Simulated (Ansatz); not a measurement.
## Calculated with Ansatz: TlSiW2, settings compared

input.yaml:

```yaml
crystal:
  lattice:
    - [0.0, 0.0, 5.830796]
    - [3.658672, -3.658672, 2.915398]
    - [3.658672, 3.658672, -2.915398]
  atoms:
    - { symbol: Tl, position: [0.25, 0.0, 0.0] }
    - { symbol: Tl, position: [0.75, 0.0, 0.0] }
    - { symbol: Si, position: [0.75, 0.5, 0.5] }
    - { symbol: Si, position: [0.25, 0.5, 0.5] }
    - { symbol: W, position: [0.657, 0.5, 0.814] }
    - { symbol: W, position: [0.157, 0.186, 0.5] }
    - { symbol: W, position: [0.343, 0.5, 0.186] }
    - { symbol: W, position: [0.843, 0.814, 0.5] }
  symmetry: { tolerance: 0.0003 }
kpoints:
  mp_grid: { grid: [4, 4, 4], shift: [0, 0, 0] }
magnetization:
  spin_polarized: false
scf:
  occupations: { method: fermi_dirac }
hamiltonian:
  pseudopotentials: { kind: paw }
  xc: pbe
basis:
  ecutwfc: 420
output:
  forces: true
  stress: true
  eigenvalues: true
```

Launch command:

```bash
ansatz run input.yaml --threads 1 --pin off --max-ram 2560MiB --backend cpu --events-out ev --progress --plain --runs-dir out
```

Origin of the cell: a known structure type with other elements, at an estimated volume, so it need not be a known compound.

The smearing width isn't typed, so it takes its default of 0.1 eV.

Output of this run (shortened):

```
Pseudopotentials: kind: paw
Pseudopotential: Tl, paw, valence charge 13, recommended cutoff 420 eV (normal), Tl.paw.azcp
Pseudopotential: Si, paw, valence charge 4, recommended cutoff 420 eV (normal), Si.paw.azcp
Pseudopotential: W, paw, valence charge 14, recommended cutoff 420 eV (normal), W.paw.azcp
Functional definition: PBE
  exchange = pbe_x(kappa = kappa, mu = beta*pi^2/3)
  correlation = pbe_c(beta = beta)
Crystal: 8 atoms, lattice volume = 156.101 Å³
Basis set: ecut = 420 eV, 3009 PW (Γ), exchange–correlation on 80×80×80 points (8 copies of the dense FFT grid, shifted against one another)
Bands: 54, of which v1, the nominal top of the filled ones, is band 45 counted from 1 (44 counted from 0)
Symmetry: 16 space group operations
Space group: I4/mcm (ITA 140), of the structure as read, at distance tolerance 1.6e-3 Å
[… 7 lines left out …]
Initial density: superposition of atomic densities (neutral atoms: chi_scale 0, normalization atom), corrected by the library's trained network
Functional: x = pbe(κ = 0.804, μ = 0.219515), c = pbe(β = 0.066725)
SCF iter   1: F=—  HF=-65683.739920 eV  Δρ=1.07e-2  dr2=8.14e-2
SCF iter   2: F=—  HF=-65683.733767 eV  Δρ=6.05e-3  dr2=2.80e-2
SCF iter   3: F=—  HF=-65683.732125 eV  Δρ=5.54e-4  dr2=3.20e-4
SCF iter   4: F=—  HF=-65683.732200 eV  Δρ=1.41e-4  dr2=3.42e-5
SCF iter   5: F=—  HF=-65683.732188 eV  Δρ=3.22e-5  dr2=1.47e-6
SCF iter   6: F=-65683.732188 eV  HF=-65683.732188 eV  Δρ=6.53e-6  dr2=6.36e-8
SCF 1 converged in 6 iterations: F = -65683.732188 eV  dr2 = 6.36e-8
SCF converged after 6 iterations
Free energy (F): -65683.732188 eV
Harris-Foulkes:  -65683.732188 eV  (|F-HF|=2.68e-9)
Internal energy: -65683.441385 eV  (E = F + TS)
E sigma→0 (E₀):  -65683.586786 eV
Entropy (-TS):   -0.290804 eV (-36.350 meV/atom)
Fermi energy:    14.696393 eV
--- Per-component energies (eV) ---
  E_band       = -565.987320
  E_kinetic    = 2575.304950
  E_local      = -5303.514023  (includes V_loc(G=0)·N_el)
  E_nonlocal   = 709.279842
  E_hartree    = 1927.142460
  E_xc         = -1636.356750
  E_vxc        = -1329.610340  (∫ρ·V_xc dr)
  E_paw        = -55619.069852  (= ΣΔE_a)
  E_vpaw       = -1071.724871  (= ΣTr[D̂ρ^β])
  E_aug_tail   = -0.000148  (compensation charges beyond the density's cutoff)
  E_ewald      = -8336.227863
  E_smearing   = -0.290804  (= −TS)
  Σ components = -65683.732188   (vs F -65683.732188, Δ=0.00e0)
--- Forces (eV/Å), atoms counted from 1 ---
  atom   1  Tl    -0.000000     0.000000    -0.000000
  atom   2  Tl     0.000000     0.000000     0.000000
  atom   3  Si     0.000000     0.000000    -0.000000
  atom   4  Si    -0.000000     0.000000     0.000000
  atom   5  W      3.899886     3.899886     0.000000
  atom   6  W     -3.899886     3.899886    -0.000000
  atom   7  W     -3.899886    -3.899886    -0.000000
  atom   8  W      3.899886    -3.899886     0.000000
  max |Σ_I F_I| component: 0.00e0 eV/Å
--- Stress (GPa, compression-positive) ---
        5.219204      -0.000000       0.000000
       -0.000000       5.219204      -0.000000
        0.000000      -0.000000      30.476280
  P = ⅓ Tr σ = 13.6382 GPa (136.382 kbar)
```

The same input was run again with these changes:

1. `scf.initial_density.chi_scale` default → 0.1; `basis.ecutrho_ratio` default → 8
2. `scf.lower_state_search` default → "off"; `hamiltonian.hubbard` default → { sites: [{ species: W, l: d, u_eff: 6.0 }], double_counting: fll }
3. `scf.initial_density.chi_scale` default → 0.1; `scf.occupations.width` default → 0.025
4. `scf.occupations.method` fermi_dirac → cold; `scf.occupations.width` default → 0.05; `magnetization` { spin_polarized: false } → { spin_polarized: true } (starts: small); typed moments: Tl1 0.2, Tl2 0.2, Si3 0.2, Si4 0.2, W5 0.2, W6 0.2, W7 0.2, W8 0.2

```tsv
run	end	SCF iterations	P (GPa)	max force component (eV/Å)	moment (μB)	ΔE(σ→0) (meV/atom)
base	converged	6	13.64	3.900	–	0
1	converged	9	13.64	3.900	–	0.00
2	converged	12	20.04	4.672	–	–
3	converged	9	13.55	3.868	–	0.88
4	converged	15	13.54	3.876	0.00	1.12
```

Energies are compared only where functional, datasets, charge and starting cell are the same.

Caveats of the base run: no moments, though an odd count or open d shells may carry them; no spin-orbit coupling, though heavy elements are present; the k mesh is coarse if the cell is a metal.

Run 4: a starting moment was lost.

The base run ran for 3.4 s on 1 thread of Intel(R) Xeon(R) 6975P-C (Granite Rapids) (shared host), peak memory 0.5 GiB, from the program's own first density.
